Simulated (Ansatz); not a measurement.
NaF (rock salt) is sheared across one {110} plane: the third cell vector gains the shift, so faults repeat every 5.0 Å. The cut lies between planes 1.66 Å apart; the cell height is held.

```
NaF
1.0
    3.32451     0.00000     0.00000
    0.00000     4.70157     0.00000
    1.66225     2.35078     4.98676
F Na
3 3
Direct
  0.00000   0.00000   0.83333
  0.33333   0.33333   0.16667
  0.66667   0.66667   0.50000
  0.00000   0.50000   0.83333
  0.33333   0.83333   0.16667
  0.66667   0.16667   0.50000
```

In-plane vectors a = (3.325, 0.000) Å, b = (0.000, 4.702) Å, area 15.63 Å². The shift is s times the vector a (length 3.325 Å), so s = 1 restores the start. Atoms relax along the normal only. γ = [E(shift) − E(0)] / area.

These are PBE (plane waves to 420 eV, PAW, scalar-relativistic; Ansatz, a first-principles code) values and carry that method's errors. k mesh 9×9×9 (Γ-centred), Fermi-Dirac smearing 0.05 eV. Energies are extrapolated to zero smearing. Some relaxations began with atoms very close together and may have settled on another branch. Faults lie only 5.0 Å apart, and holding the cell height raises γ above its relaxed value. NaF was relaxed with its symmetry unable to fall. The relaxed volume of NaF is well above the measured one; the method has no dispersion term. γ is measured from zero shift.

```csv
s,γ (mJ/m²)
0.000,0
0.083,70
0.167,205
0.250,335
0.333,438
0.417,504
0.500,withheld
0.583,504
0.667,438
0.750,335
0.833,205
0.917,70
```

Q: Fit a Fourier form (three harmonics of 1 − cos and sin) to the given rows and predict γ at s = 0.500.

A: Least squares on the 11 given rows: γ = (254.5)·[1 − cos(2πs)] + (35.4)·[1 − cos(4πs)] + (12.7)·[1 − cos(6πs)], in mJ/m²; root-mean-square residual 3.1 mJ/m². At 0.500 the fit gives 534 mJ/m²; the calculation gives 527 mJ/m², so the interpolation is off by 7 (+1.3 %). 

(The slope of γ gives the shear force per area between the displaced halves; near zero shift its curvature is an elastic stiffness.)
